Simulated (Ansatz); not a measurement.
# EuSbAu, first-principles data

EuSbAu:
```
CELL_PARAMETERS angstrom
      4.69779     0.00000     0.00000
     -2.34889     4.06840     0.00000
      0.00000     0.00000     8.45456
ATOMIC_POSITIONS crystal
  Eu 0.00000 0.00000 0.50000
  Eu 0.00000 0.00000 0.00000
  Sb 0.66667 0.33333 0.75000
  Sb 0.33333 0.66667 0.25000
  Au 0.33333 0.66667 0.75000
  Au 0.66667 0.33333 0.25000
```
The run is spin-polarised; directions of the spins, atom by atom: ↑ ↑ 0 0 0 0.

Space group P6_3/mmc (No. 194); conventional cell a = b = 4.698 Å, c = 8.455 Å, α = β = 90.00°, γ = 120.00°.

Method: the program Ansatz at the r²SCAN level (PAW). Geometry: relaxed at this level of theory. Other levels are named where they apply.

**Cell and energy**

- Volume per atom: 26.93 Å³
- Density: 9.67 g/cm³
- Formation energy from the elements (no fitted shifts): -1.00 eV/atom

**Electronic structure**

Electronic character: metallic (no gap)
Density of states at the Fermi level: 0.08 states/eV per atom (mean over ±0.08 eV)

**Magnetism**

- Magnetic order = ferromagnetic
- Net moment = 2.33 μB per atom

The workflow started from a Materials Project entry (that database holds measured and hypothetical structures alike); the Crystallography Open Database files this formula in space group No. 194, but the cells were not matched. Its standing as an ambient phase is unchecked. Symmetry was held in the r²SCAN relaxation; its stability against distortions is not shown here. Spin order of the final state: ferromagnetic, chosen from 2 collinear starts compared on coarse meshes (ties went to the first, and starts can fall back to one state), not a proven ground state. The 4f shell is in the valence, and the state reached may lie above the lowest one. Other orbital occupations within this spin state were not tried. No Hubbard U is applied. Point labels and valley counts follow the cell and symmetry of the run, lower than the named group. The references are the lowest solids computed at this level, not always the standard phases. Spin–orbit coupling is left out wherever it is not named.

Potentials: the later of the program's two PAW sets.
